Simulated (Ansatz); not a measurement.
# BiTe at a changed volume — electric field gradients

The cell is a structure deposited in the COD, relaxed with PBE at fixed cell and then changed (volume scaled by 0.94, ions relaxed).

Space group P-3m1 (No. 164); a = 4.3317, c = 23.5590 Å, γ = 120.00°.

| site | Wyckoff | site symmetry | x | y | z |
| --- | --- | --- | --- | --- | --- |
| Bi1 | 2c | 3m. | 0.0000 | 0.0000 | 0.1238 |
| Bi3 | 2d | 3m. | 0.3333 | 0.6667 | 0.2922 |
| Bi5 | 2d | 3m. | 0.6667 | 0.3333 | 0.4638 |
| Te7 | 2d | 3m. | 0.3333 | 0.6667 | 0.0504 |
| Te9 | 2d | 3m. | 0.6667 | 0.3333 | 0.2084 |
| Te11 | 2c | 3m. | 0.0000 | 0.0000 | 0.3663 |

One atom of each set is listed.

Method: Kohn–Sham DFT in Ansatz, PBE, plane waves and PAW, scalar-relativistic, 420 eV cutoff, Γ-centred 11×11×2 k-points, Fermi–Dirac smearing 0.05 eV.

C_Q = eQV_zz/h, which is 24.18 MHz for Q = 1 b and V_zz = 10²¹ V/m²; η = (V_xx − V_yy)/V_zz.

209Bi: I = 9/2, Q = -516.0 mb. Quadrupole moments are those of Pyykkö's year-2017 table.

```
site  atoms                     first shell  V_zz (10²¹ V/m²)     η  C_Q (MHz)
 Bi1      2             6 Te at 3.04–3.20 Å              2.14  0.00      -26.7
 Bi3      2             6 Te at 3.05–3.19 Å              3.98  0.00      -49.7
 Bi5      2  3 Bi at 3.03 Å, 3 Te at 3.39 Å              8.14  0.00       -102
 Te7      2  3 Bi at 3.04 Å, 3 Te at 3.45 Å              1.65  0.00          –
 Te9      2             6 Bi at 3.19–3.20 Å              8.95  0.00          –
Te11      2             6 Bi at 3.05–3.39 Å              2.51  0.00          –
```

An axis of threefold or higher order runs through Bi1, Bi3, Bi5, Te7, Te9 and Te11, so V_zz lies along it and η is zero.

Te has no stable isotope with a ground-state quadrupole moment in the table, so no C_Q is given.

Spin–orbit coupling is left out, which shifts gradients on Bi by a few per cent in wide-gap crystals, and can shift them far more where the calculated gap is small or absent, as here. With a gap of 0.20 eV under a smearing of 0.05 eV the band edges are partly filled, so small gradients can hang on the smearing and the k-mesh. At this changed cell the PBE pressure is 5 GPa.

The relaxation (4 steps) took 75 s of wall time (4.5 min of CPU time) and 2 GiB at its peak, on 4 threads of Intel Xeon Platinum 8259CL CPU @ 2.50GHz (Skylake/Cascade Lake) (x86_64; 16 cores open to the job, memory cap 8.0 GiB, no GPU), a shared host with a load of 0.4 a core.
